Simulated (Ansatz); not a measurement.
KP2Ru2 (I4/mmm): electronic heat capacity and spin susceptibility from the density of states

Method: DFT PBEsol, scalar-relativistic, plane waves, PAW in Ansatz 0.2.0.

Cutoff 420 eV; k points 12×12×12 on the computed 5-atom cell (Γ-centred); Gaussian smearing, width 0.10 eV; no spin polarisation.

Relaxed cell: I4/mmm, a = 4.001 Å, b = 4.001 Å, c = 12.184 Å, α = 90.00°, β = 90.00°, γ = 90.00°, 5 atoms in the primitive cell. Whether it is the stable form of this composition wasn't checked.

The density of states at the Fermi level is 2.460 states/eV in the cell of 5 atoms (1 formula unit; both spins, tetrahedra on a 18×18×18 mesh). Averaged over bins of 0.1 eV the density runs from 1.8 to 2.4 states/eV within 0.2 eV of the Fermi level, so the figure hangs on the exact place of that level.

Task: What Sommerfeld coefficient and Pauli susceptibility does this give?

Result: Per formula unit N(E_F) = 2.460 states/eV. γ = (π²/3) k_B² N(E_F) N_A = 2.357 mJ/(mol K²) per state/eV, so γ = 5.8 mJ/(mol K²), a mole of formula units. χ_P = μ_B² N(E_F) N_A = 3.23×10⁻⁵ emu/mol per state/eV gives 8.0×10⁻⁵ emu/mol. This is the bare band result: a measured γ of the same phase is as a rule larger by a factor 1 + λ from phonons and spin fluctuations, the spin part of χ is larger by the Stoner factor, and a measured χ also holds orbital and core terms. N(E_F) at one energy is sensitive to the mesh where the density of states has sharp peaks.